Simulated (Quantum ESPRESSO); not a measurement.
# Al2W3InZr2: one composition in several site orders

Simulated, not a measurement. The program is pw.x of Quantum ESPRESSO 7.5 (plane-wave density functional theory). The cell is made up: eight metal atoms on a face-centred cubic lattice, with elements, volume, strain and displacements drawn at random and not relaxed, so it may be unstable or far from any real phase. PseudoDojo standard norm-conserving files set the functional (PBE unless stated); there is no spin polarisation or spin-orbit coupling, the Fermi-Dirac width of 0.25 eV means electrons at about 2900 K, and the masses in the input are unused placeholders. Heavy elements are run without spin-orbit coupling, which real alloys of them have. A spin test at this wide smearing found no moment, but such smearing suppresses magnetism that the real alloy may have.

The runs put one composition on the sites in different orders. Cell, positions, cutoff, mesh and smearing stay as in the input of run 1; sites are counted in its order. Stress in the tables is positive in tension.

Input of run 1:

```
&control calculation='scf', pseudo_dir='./dojo.nc.sr.pbe.v0_5.standard.upf', outdir='./o', disk_io='minimal', tprnfor=.true., tstress=.true. /
&system ibrav=0, nat=8, ntyp=4, nbnd=57, ecutwfc=74.01313486, nosym=.true., tot_charge=0,
 occupations='smearing', smearing='fd', degauss=0.0183746611
/
&electrons conv_thr=1.470e-08, electron_maxstep=70, mixing_beta=0.5 /
ATOMIC_SPECIES
Al 1.0 Al.upf
In 1.0 In.upf
W 1.0 W.upf
Zr 1.0 Zr.upf
CELL_PARAMETERS angstrom
2.084 4.2291 2.0557
2.0785 -4.2623 2.1276
4.3174 0.0387 -4.3382
ATOMIC_POSITIONS angstrom
Al 0.0072 -0.0031 0.0326
W 2.2188 0.0155 -2.1339
W 2.032 -2.1532 -0.006
In 4.2852 -2.1082 -2.1603
Al 2.1515 2.1082 -0.0507
Zr 4.2521 2.1008 -2.2411
Zr 2.0695 0.0085 2.1493
W 4.2661 0.0019 -0.074
K_POINTS automatic
5 5 4 1 1 1
```

| run | elements on sites 1 to 8 | free energy less that of run 1 (eV) | -TS (eV) | pressure (GPa) | stress xx (GPa) | stress yy (GPa) | stress zz (GPa) | stress yz (GPa) | stress xz (GPa) | stress xy (GPa) | iterations |
| --- | --- | --- | --- | --- | --- | --- | --- | --- | --- | --- | --- |
| 1 | Al W W In Al Zr Zr W | 0.000 | -1.460 | -7.13 | 8.16 | 4.18 | 9.03 | -0.69 | -2.05 | 0.67 | 15 |
| 2 | W W Al In Al Zr Zr W | 0.209 | -1.463 | -6.72 | 8.00 | 4.09 | 8.07 | -0.87 | -2.72 | 0.16 | 16 |
| 3 | Zr Al W In Zr W W Al | 0.170 | -1.501 | -6.14 | 5.44 | 9.10 | 3.90 | -1.40 | -1.69 | 0.25 | 14 |
| 4 | Zr Zr Al In W W Al W | -0.214 | -1.342 | -6.69 | 6.17 | 7.37 | 6.54 | -2.17 | -2.16 | -1.12 | 14 |
| 5 | W Zr In Zr Al Al W W | 0.055 | -1.453 | -7.09 | 8.30 | 4.60 | 8.38 | -0.75 | -1.71 | 0.02 | 15 |
| 6 | W Zr W W In Zr Al Al | -0.021 | -1.466 | -6.83 | 6.78 | 7.08 | 6.64 | -0.95 | -2.17 | -0.58 | 15 |

Forces Fx Fy Fz (eV/Å):

```
site             run 1             run 2              run 3              run 4              run 5              run 6
   1  0.45 -0.19 -0.60  0.54 -0.11 -0.79   -0.28 -0.10 0.12   0.33 -0.10 -0.64   -0.13 0.08 -0.06   0.02 -0.19 -0.27
   2  -0.98 -0.07 0.49  -0.64 -0.03 0.48  -0.30 -0.08 -0.11    -0.97 0.04 0.19  -0.58 -0.06 -0.05  -0.91 -0.40 -0.20
   3  1.35 -0.01 -0.60   0.86 0.19 -0.35   0.57 -0.15 -0.20   0.61 -0.06 -0.09     0.50 0.21 0.35     0.15 0.24 0.78
   4   -0.69 0.08 0.28   -0.69 0.09 0.28    -0.37 0.10 0.10  -0.11 -0.08 -0.13   0.32 -0.03 -0.52    0.29 0.03 -0.39
   5   0.19 0.10 -0.46   0.14 0.07 -0.31    0.18 0.23 -0.50    0.00 0.06 -0.09    -0.61 0.15 0.31    -0.61 0.20 0.18
   6    0.25 0.61 0.85   -0.02 0.43 1.02     0.04 0.10 0.79     0.37 0.41 0.53    0.78 0.32 -0.15    0.97 0.39 -0.21
   7  0.44 -0.55 -0.87  0.67 -0.56 -0.98   0.15 -0.01 -0.34   0.22 -0.17 -0.32   -0.27 -0.48 0.03   0.05 -0.25 -0.12
   8   -1.01 0.03 0.92  -0.85 -0.08 0.64    0.00 -0.08 0.14   -0.45 -0.09 0.56    0.00 -0.19 0.07    0.04 -0.02 0.22
```

The sites are displaced and not relaxed, so the energy differences mix bonding between neighbours with strain and are not ordering energies. A rerun of one cell of this series at a higher cutoff and on a denser mesh moved values by no more than 0.010 eV in energy, 0.07 GPa in stress and 0.006 eV/Å in force, and a second program with other atomic files agreed on that cell to 2 % rms in force and 0.5 GPa in pressure.